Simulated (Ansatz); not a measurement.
## Equation of state of ZrCu5

A database entry relaxed whole under r2SCAN (F-43m):

```xyz
6
Lattice="0.0000 3.4140 3.4140 3.4140 0.0000 3.4140 3.4140 3.4140 0.0000" Properties=species:S:1:pos:R:3 pbc="T T T"
Zr    0.0000    0.0000    0.0000
Cu    1.7070    1.7070    1.7070
Cu    4.2618    4.2618    4.2618
Cu    4.2618    2.5663    2.5663
Cu    2.5663    2.5663    4.2618
Cu    2.5663    4.2618    2.5663
```

The cell was scaled uniformly, its shape held, and the atoms relaxed at each volume with plane-wave PAW DFT (Ansatz 0.2.0; r2SCAN, 500 eV, 9×9×9 Γ-centred mesh, fermi-dirac occupations of width 0.100 eV; no spin, no spin-orbit coupling). One row is withheld.

```csv
volume (Å³/atom),energy over the lowest (meV/atom),pressure (GPa)
12.469,25.8,11.05
12.734,?,?
12.999,2.6,3.27
13.264,0.0,-0.01
13.530,2.5,-2.93
13.795,9.6,-5.54
14.060,20.8,-7.86
```

Question: Fit the pressures of the other rows to the third-order Birch-Murnaghan form.

Answer: With f = [(V₀/V)^(2/3) − 1]/2 and P = 3B₀f(1 + 2f)^(5/2)[1 + 3(B₀′ − 4)f/2], least squares gives V₀ = 13.26 Å³ an atom, B₀ = 155 GPa and B₀′ = 4.7; the rows miss the fit by less than 0.01 GPa. The slope of the energies differs from these pressures by less than 0.05 GPa.

Question: What does the withheld row hold?

Answer: The fit gives 6.93 GPa at 12.734 Å³; the run gave 6.94 GPa and 11.0 meV an atom.

Caveats: the shape of the cell was held; 0 K, fixed nuclei; the symmetry was kept, and this need not be the phase that is stable at 0 K; one mesh for all volumes; pressure is positive in compression.
